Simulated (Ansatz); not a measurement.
An Ansatz (a program for electronic structure) run. Input:

Ansatz 0.2 input:
```yaml
crystal:
  lattice:
    - [3.9667143726, 0.0, 0.0]
    - [0.0, 3.9667143726, 0.0]
    - [0.0, 0.0, 5.6000823642]
  atoms:
    - { symbol: Si, position: [0.0, 0.0, 0.0] }
    - { symbol: Ge, position: [0.5, 0.0, 0.244353575] }
    - { symbol: Ge, position: [0.5, 0.5, 0.5] }
    - { symbol: Ge, position: [0.0, 0.5, 0.755646425] }
kpoints:
  mp_grid: { grid: [6, 6, 5] }
hamiltonian:
  xc: r2scan
  pseudopotentials: { azcp: { folder: ./paw }, kind: paw }
scf:
  occupations: { method: fixed }
output:
  optics: { e_range: [0.0, 15.0], de: 0.05, sigma: 0.1, bands: { spectra_wanted_up_to: 12 eV } }
```

Output (shortened):

```
output.optics: the spectra are integrated over the Brillouin zone by k·p interpolation around the k-points, where levels, occupations, output.optics.sigma and …
Pseudopotential: Si, paw, valence charge 4
Pseudopotential: Ge, paw, valence charge 14
Functional definition: r2SCAN
Crystal: 4 atoms, lattice volume = 88.116 Å³
Basis set: ecut = 500 eV, 2245 PW (Γ), exchange–correlation on 120×120×180 points (64 copies of the dense FFT grid, shifted against one another)
Bands: 28, of which v1, the nominal top of the filled ones, is band 23 counted from 1 (22 counted from 0)
Symmetry: 8 space group operations
Space group: P-4m2 (ITA 115), of the structure as read, at distance tolerance 4.4e-5 Å
k-points: 30 of 180 (time reversal used)
iter 1 solved again at ethr=2.37e-3 eV; its pass at ethr=3.10e-3 eV (dr2=1.09e0 eV) is discarded
SCF iter   1: F=—  HF=-13547.626973 eV  |F-HF|=—  |Δ(HF+E_count)|=         —  Δρ=3.99e-2  dr2=1.09e0  dr2_τ=1.29e-2  ethr=2.37e-3  ⟨swp⟩=1.0  Hψ=4201  notcnv=0  defer=46
preconditioner: auto → Resta (q_TF=auto, 2.448 Å⁻¹)
SCF iter   2: F=—  HF=-13547.695945 eV  |F-HF|=—  |Δ(HF+E_count)|=   6.90e-2  Δρ=2.38e-2  dr2=3.94e-1  dr2_τ=1.60e-3  ethr=2.37e-3  ⟨swp⟩=2.0  Hψ=873  notcnv=0  defer=87
SCF iter   3: F=—  HF=-13547.755997 eV  |F-HF|=—  |Δ(HF+E_count)|=   6.01e-2  Δρ=2.01e-3  dr2=4.27e-3  dr2_τ=7.56e-5  ethr=8.56e-4  ⟨swp⟩=3.1  Hψ=1114  notcnv=0  defer=84
SCF iter   4: F=—  HF=-13547.753761 eV  |F-HF|=—  |Δ(HF+E_count)|=   2.24e-3  Δρ=1.08e-3  dr2=8.50e-4  dr2_τ=9.30e-6  ethr=9.29e-6  ⟨swp⟩=2.7  Hψ=1602  notcnv=0  defer=87
SCF iter   5: F=—  HF=-13547.754353 eV  |F-HF|=—  |Δ(HF+E_count)|=   5.91e-4  Δρ=3.14e-4  dr2=8.29e-5  dr2_τ=1.83e-6  ethr=1.85e-6  ⟨swp⟩=2.0  Hψ=1563  notcnv=0  defer=87
SCF iter   6: F=—  HF=-13547.754401 eV  |F-HF|=—  |Δ(HF+E_count)|=   4.81e-5  Δρ=4.97e-5  dr2=1.09e-6  dr2_τ=4.21e-8  ethr=1.80e-7  ⟨swp⟩=2.0  Hψ=1354  notcnv=0  defer=82
SCF iter   7: F=—  HF=-13547.754404 eV  |F-HF|=—  |Δ(HF+E_count)|=   3.63e-6  Δρ=1.71e-5  dr2=2.16e-7  dr2_τ=2.95e-9  ethr=2.37e-9  ⟨swp⟩=2.0  Hψ=1530  notcnv=0  defer=30
SCF iter   8: F=—  HF=-13547.754404 eV  |F-HF|=—  |Δ(HF+E_count)|=   1.55e-7  Δρ=6.56e-6  dr2=4.16e-8  dr2_τ=6.11e-10  ethr=4.70e-10  ⟨swp⟩=2.0  Hψ=1500  notcnv=0  defer=30
SCF iter  11: F=-13547.754404 eV  HF=-13547.754404 eV  |F-HF|=3.64e-12  |Δ(HF+E_count)|=  2.91e-11  Δρ=3.87e-8  dr2=1.16e-12  dr2_τ=1.64e-14  ethr=1.00e-12  ⟨swp⟩=10.0  Hψ=3046  notcnv=0
SCF 1 converged in 11 iterations: F = -13547.754404 eV  dr2 = 1.16e-12
NSCF: frozen V_eff on 30 k-points
Optics k sum: 0 of 30 k-points
Optics k sum: 2 of 30 k-points
Optics k sum: 3 of 30 k-points
Optics k sum: 5 of 30 k-points
Optics k sum: 6 of 30 k-points
Optics k sum: 8 of 30 k-points
Optics k sum: 9 of 30 k-points
Optics k sum: 11 of 30 k-points
Optics k sum: 12 of 30 k-points
Optics k sum: 14 of 30 k-points
Optics k sum: 15 of 30 k-points
Optics k sum: 17 of 30 k-points
Optics k sum: 18 of 30 k-points
Optics k sum: 20 of 30 k-points
Optics k sum: 21 of 30 k-points
Optics k sum: 23 of 30 k-points
Optics k sum: 24 of 30 k-points
Optics k sum: 26 of 30 k-points
Optics k sum: 27 of 30 k-points
Optics k sum: 29 of 30 k-points
Optics k sum: 30 of 30 k-points
Optics k sum: 0 of 30 k-points
Optics k sum: 2 of 30 k-points
Optics k sum: 3 of 30 k-points
Optics k sum: 5 of 30 k-points
Optics k sum: 6 of 30 k-points
Optics k sum: 8 of 30 k-points
Optics k sum: 9 of 30 k-points
Optics k sum: 11 of 30 k-points
Optics k sum: 12 of 30 k-points
Optics k sum: 14 of 30 k-points
Optics k sum: 15 of 30 k-points
Optics k sum: 17 of 30 k-points
Optics k sum: 18 of 30 k-points
Optics k sum: 20 of 30 k-points
Optics k sum: 21 of 30 k-points
Optics k sum: 23 of 30 k-points
Optics k sum: 24 of 30 k-points
Optics k sum: 26 of 30 k-points
Optics k sum: 27 of 30 k-points
Optics k sum: 29 of 30 k-points
Optics k sum: 30 of 30 k-points
NSCF: frozen V_eff on 1 k-points
NSCF: frozen V_eff on 1 k-points
NSCF: frozen V_eff on 1 k-points
output.optics: what the bands over the 49 summed would add to eps1, eps2 and the energy-loss function is held between a lower and an upper bound (6 Lanczos …
SCF converged after 11 iterations
Free energy (F): -13547.754404 eV
Harris-Foulkes:  -13547.754404 eV  (|F-HF|=3.64e-12)
Internal energy: -13547.754404 eV  (E = F + TS)
E sigma→0 (E₀):  -13547.754404 eV
Fermi energy:    7.821826 eV
--- Per-component energies (eV) ---
  E_band       = -485.408672
  E_kinetic    = 318.063943
  E_local      = -7168.906346  (includes V_loc(G=0)·N_el)
  E_nonlocal   = 677.646206
  E_hartree    = 3421.293283
  E_xc         = -250.245499
  E_vxc        = -255.675630  (∫ρ·V_xc dr)
  E_paw        = -6598.049760  (= ΣΔE_a)
  E_vpaw       = -911.803492  (= ΣTr[D̂ρ^β])
  E_aug_tail   = 0.000000  (compensation charges beyond the density's cutoff)
  E_vtau       = 12.680052  (kinetic-family band-sum trace: ∫τ·v_τ [+ j·A + Jᵃ·Aᵃ] dr)
  E_ewald      = -3944.222517
  E_core_change = -3.333715  (= ΣΔE_core)
  E_smearing   =  0.000000  (= −TS)
  E_closure    = 0.000000  (closes the sum)
  Σ components = -13547.754404   (vs F -13547.754404, Δ=0.00e0)
  [band-id]    e_kinetic+e_local+e_nonlocal+2·e_hartree+e_vxc+e_vpaw+e_augmentation_tail+e_vtau = -485.408701   (vs E_band -485.408672, Δ=-2.89e-5)
--- Band table (eV; the first three rows and the last of 30) ---
  k-point 0: bands = ["-17.4867", "-17.4867", "-17.4375", "-17.4198", "-17.3852", "-17.2950", "-17.2950", "-17.2943", "-17.2929", "-17.2670", "-17.2092", "-17.2073", "-17.1997", "-17.1629", "-17.1629", "-5.2895", "-1.3319", "-0.9134", "4.6259", "4.6259", …
  k-point 1: bands = ["-17.4868", "-17.4868", "-17.4377", "-17.4197", "-17.3849", "-17.2954", "-17.2943", "-17.2943", "-17.2916", "-17.2680", "-17.2085", "-17.2074", "-17.1995", "-17.1636", "-17.1636", "-5.1167", "-2.5758", "0.5540", "4.8006", "4.8006", …
  k-point 2: bands = ["-17.4870", "-17.4870", "-17.4380", "-17.4196", "-17.3843", "-17.2952", "-17.2931", "-17.2931", "-17.2915", "-17.2696", "-17.2075", "-17.2073", "-17.1995", "-17.1647", "-17.1647", "-4.6091", "-3.7230", "2.3486", "4.3610", "5.3054", …
  k-point 29: bands = ["-17.4990", "-17.4618", "-17.4618", "-17.3851", "-17.3540", "-17.2998", "-17.2833", "-17.2778", "-17.2778", "-17.2699", "-17.2699", "-17.2349", "-17.1799", "-17.1799", "-17.1450", "-1.2515", "-1.2515", "-1.1416", "-0.4534", "3.8055", …
```

Cost: around 3 core-minutes (rough) on shared cores.

The start of the workflow was typed in or built on a structure type; neither database checked (COD, Materials Project) lists it. Its standing as an ambient phase is unchecked. The cell was relaxed with r²SCAN under the symmetry of its start; its stability against distortions is not shown here. Spin–orbit coupling is left out wherever it is not named.

Potentials: the earlier of the program's two PAW sets.

Ansatz is a plane-wave DFT program.
